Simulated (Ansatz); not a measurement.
This BaZnH4 structure is the end of a relaxation. The cell was found from a structure generator's guess, not taken from experiment.

Method: DFT PBE, scalar-relativistic, plane waves, PAW (Ansatz 0.2.0). Cutoff 420 eV, Γ-centred mesh, Gaussian smearing, no spin polarisation.

```
Ba Zn H
1.0
     3.77809    0.00000    0.00000
     0.00000    3.77809    0.00000
     0.00000    0.00000    5.05148
Ba Zn H
1 1 4
Cartesian
  1.8890 1.8890 2.5257
  0.0000 0.0000 0.0000
  0.0000 0.0000 3.3972
  1.8890 0.0000 0.0000
  0.0000 1.8890 0.0000
  0.0000 0.0000 1.6543
```

The zero of energy is the elements' standard structures at the same level (H₂ as a molecule); no fitted shifts are applied.

(1) Find its symmetry and describe it.

(2) How far does it lie from the elements in energy?

(3) Is it a metal?

(4) From what recipe could a structure generator have reached it?

## Answers

(1) P4/mmm (No. 123). Conventional cell: a = 3.778 Å, c = 5.051 Å. Ba is surrounded by 8 H at 2.81 Å, 8 H at 3.15 Å and 8 Zn at 3.68 Å; Zn has 2 H at 1.65 Å, 4 H at 1.89 Å, 2 H at 3.40 Å and 8 Ba at 3.68 Å; around H on a site of symmetry 4mm lie 1 Zn at 1.65 Å, 1 H at 1.74 Å, 4 H at 2.51 Å and 4 Ba at 2.81 Å; around H on a site of symmetry mmm lie 2 Zn at 1.89 Å, 4 H at 2.51 Å, 4 H at 2.67 Å and 4 Ba at 3.15 Å.

(2) −0.13 eV/atom. It lies below the elements, which doesn't yet make it stable against other compounds or structures.

(3) There is no gap on the 10×10×8 mesh, but valence and conduction bands overlap by only 0.22 eV, so at this level it is a semimetal.

(4) One such recipe: perovskite family, Dion-Jacobson layers, n = 1 (P4/mmm, No. 123). Other recipes can lead to the same cell.

The last run used a 10×10×8 mesh (in the run's order of axes) for its 6-atom cell and Gaussian smearing of 0.10 eV. The zero gap may come from the functional, which often closes small gaps, or the cell may be a true semimetal. With hydrogen, zero-point motion can shift formation energies by some tens of meV/atom. Symmetry constrained the relaxation, so the result can be a saddle point.
